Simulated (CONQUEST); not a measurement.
Set-up for a self-consistent single point of Sb (Pm, 12 atoms in the cell; from Materials Project mp-104, changed as shown).

```
CELL_PARAMETERS angstrom
      4.35413     0.00000     0.00000
      0.00000     7.54157     0.00000
      0.00000     0.00000    11.48964
ATOMIC_POSITIONS crystal
  Sb 0.00000 0.00000 0.26826
  Sb 0.50000 0.16667 0.06507
  Sb 0.50000 0.16667 0.60159
  Sb 0.00000 0.33333 0.39493
  Sb 0.00000 0.33333 0.93493
  Sb 0.00000 0.00000 0.73174
  Sb 0.50000 0.50000 0.26826
  Sb 0.00000 0.66667 0.06507
  Sb 0.00000 0.66667 0.60159
  Sb 0.50000 0.83333 0.39841
  Sb 0.50000 0.83333 0.93493
  Sb 0.50000 0.50000 0.73174
```

Computed with PBE, numerical atomic orbitals double-zeta with polarisation (the shipped basis), PseudoDojo norm-conserving potentials made for PBE (CONQUEST 1.3).

CONQUEST settings:

basis: DZP
Diag.MPMeshX, Y, Z: 3 2 2
potentials: PseudoDojo norm-conserving PBE
Grid.GridCutoff: 140 Ha
DM.SolutionMethod: diagon
Diag.SmearingType: 1
Diag.kT: 0.004998 Ha
Diag.GammaCentred: true
Diag.MPOrder: 1
minE.SCTolerance: 1.0e-06
SC.MaxIters: 100
SC.LinearMixingFactor: 0.3
SC.KerkerPreCondition: true
SC.KerkerFactor: 0.3 1/bohr
AtomMove.TypeOfRun: static

Results:

- Number of valence electrons = 180
- Number of bands = 216
- Number of k-points after the program's reduction = 11
- Size of the basis = 216
- Number of SCF iterations = 10
- FFT grid = 48 × 80 × 120
- Free energy E − TS = -29696.7743 eV
- Fermi level (on the code's own zero) = -4.17 eV
- Pressure = 2.00 GPa
- Largest force (vector length) = 0.316 eV/Å

Forces (eV/Å):
| atom | Fx | Fy | Fz |
|---|---|---|---|
| Sb1 | 0.000 | -0.139 | -0.155 |
| Sb2 | 0.000 | 0.061 | 0.074 |
| Sb3 | 0.000 | -0.055 | -0.099 |
| Sb4 | 0.000 | 0.057 | 0.311 |
| Sb5 | 0.000 | -0.063 | -0.074 |
| Sb6 | 0.000 | 0.062 | 0.065 |
| Sb7 | 0.000 | 0.009 | -0.217 |
| Sb8 | 0.000 | 0.068 | 0.068 |
| Sb9 | 0.000 | -0.063 | -0.086 |
| Sb10 | 0.000 | 0.069 | 0.106 |
| Sb11 | 0.000 | -0.068 | -0.067 |
| Sb12 | 0.000 | 0.062 | 0.071 |

For comparison: a first run was changed to give this one (atom 4 moved by -0.04 angstrom along z), and from it to this one the free energy is nearly the same (within 1 meV/atom), the pressure hardly changes (1.91 to 2.00 GPa) and the largest force goes from 0.101 to 0.316 eV/Å.

The program uses no crystal symmetry, so grid and mesh can part values that symmetry would make equal. The atom-centred basis is finite, which shifts total energies, pressures and forces against plane waves. The structure comes from a collection of computed structures, made at another level of theory; the collection holds predicted forms beside known ones. No clean gap shows at this smearing width and mesh (spacing up to 0.48 Å⁻¹); the mesh is coarse for partly filled bands, so the values carry mesh errors. Semi-local functionals can close small gaps.

Cost on one core: very roughly 80 core-seconds.
